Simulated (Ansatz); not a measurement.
YB₁₂ (space group Fm-3m)

```
YB12
1.0
    0.00000     3.72873     3.72873
    3.72873     0.00000     3.72873
    3.72873     3.72873     0.00000
Y B
1 12
Direct
  0.00000   0.00000   0.00000
  0.50000   0.16236   0.50000
  0.50000   0.83764   0.50000
  0.16236   0.50000   0.50000
  0.83764   0.50000   0.50000
  0.16236   0.50000   0.83764
  0.83764   0.50000   0.16236
  0.50000   0.16236   0.83764
  0.50000   0.83764   0.16236
  0.50000   0.50000   0.16236
  0.50000   0.50000   0.83764
  0.83764   0.16236   0.50000
  0.16236   0.83764   0.50000
```

E(V) scan at fixed shape, V₀ the volume above. The atoms relax within the cell's symmetry.

Calculation: PBEsol (plane waves to 420 eV, PAW, scalar-relativistic; Ansatz, an electronic-structure program). k mesh 9×9×9 (Γ-centred), Fermi-Dirac smearing 0.05 eV. The energy includes the smearing's −TS. Stress and pressure are positive under compression. YB12 is run without spin polarisation. YB12 was relaxed with its symmetry unable to fall. ΔE is measured from the relaxed starting cell. The last digit holds for this mesh only.

```csv
V (Å³/atom),ΔE (meV/atom)
7.178,65.3
7.311,44.1
7.444,27.5
7.577,15.1
7.710,6.5
7.843,1.6
7.976,0.0
8.109,1.5
8.242,5.9
8.374,12.9
8.507,22.5
8.640,withheld
8.773,48.2
```

Q: Fit a third-order Birch-Murnaghan form (E₀, V₀, B₀, B₀′ free) to the given rows and predict ΔE at V = 8.640.

A: Least squares on the 12 given rows: ΔE = E₀ + (9V₀B₀/16)·y²·[2 + (B₀′ − 4)y], y = (V₀/V)^(2/3) − 1, with V₀ = 7.976 Å³/atom, B₀ = 224.0 GPa (160.2 GPa = 1 eV/Å³; the term in eV is multiplied by 1000), B₀′ = 3.51, E₀ = 0.00 meV/atom; root-mean-square residual 0.03 meV/atom. At 8.640 the fit gives 34.2 meV/atom; the calculation gives 34.3 meV/atom, so the interpolation is off by -0.1 (-0.3 %). For the pressure the fit gives -15.6 GPa against the computed -15.5 GPa.

(Under strain, the slope of the energy per volume gives the stress and its curvature an elastic modulus.)
